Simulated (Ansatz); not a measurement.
## InSb3: do energies and stresses tell the same story?

The calculation used Ansatz, DFT PBEsol, scalar-relativistic, plane waves, PAW.

Settings: cutoff 420 eV, Γ-centred mesh 10×10×10 on the computed 4-atom cell, Gaussian smearing of 0.10 eV; no spin polarisation.

Relaxed cell: Fm-3m, a = 7.448 Å, b = 7.448 Å, c = 7.448 Å, α = 90.00°, β = 90.00°, γ = 90.00°, 4 atoms in the primitive cell. Whether it is the stable form of this composition wasn't checked.

Energies at zero smearing and pressures from the stress tensor, at volumes with shape and atoms relaxed:
```json
{"V (Å³/atom)": "24.271", "E − E(first) (meV/atom)": "0.00", "P (GPa)": "4.45"}
{"V (Å³/atom)": "25.046", "E − E(first) (meV/atom)": "-15.41", "P (GPa)": "2.02"}
{"V (Å³/atom)": "25.820", "E − E(first) (meV/atom)": "-20.09", "P (GPa)": "0.00"}
{"V (Å³/atom)": "26.595", "E − E(first) (meV/atom)": "-15.70", "P (GPa)": "-1.72"}
{"V (Å³/atom)": "27.369", "E − E(first) (meV/atom)": "-3.64", "P (GPa)": "-3.16"}
```

**Question.** Check P = −dE/dV between neighbouring volumes, and get the bulk modulus from the pressures alone.

**Answer.** With 1 eV/Å³ = 160.2 GPa:
| middle V (Å³/atom) | −ΔE/ΔV (GPa) | mean P (GPa) |
| --- | --- | --- |
| 24.658 | 3.187 | 3.235 |
| 25.433 | 0.967 | 1.010 |
| 26.207 | -0.906 | -0.862 |
| 26.982 | -2.495 | -2.441 |

The two differ by 0.05 GPa at most. The mean of two end pressures misses the average over a step by about ΔV² P″/12, up to 0.04 GPa here; with that taken off 0.03 GPa remains. The stress is the derivative of the free energy, not of the energy at zero smearing, and with free energies 0.00 GPa remains. Around V = 25.820 Å³/atom, the two neighbours give B = −V ΔP/ΔV = 25.820 × 3.74 / 1.549 = 62.4 GPa, against B0 = 62.5 GPa from the Birch–Murnaghan fit of the energies.

Cost: 6 runs of about 1.3 core-minutes in all, on Intel Xeon 6975P-C (Granite Rapids) (shared hosts).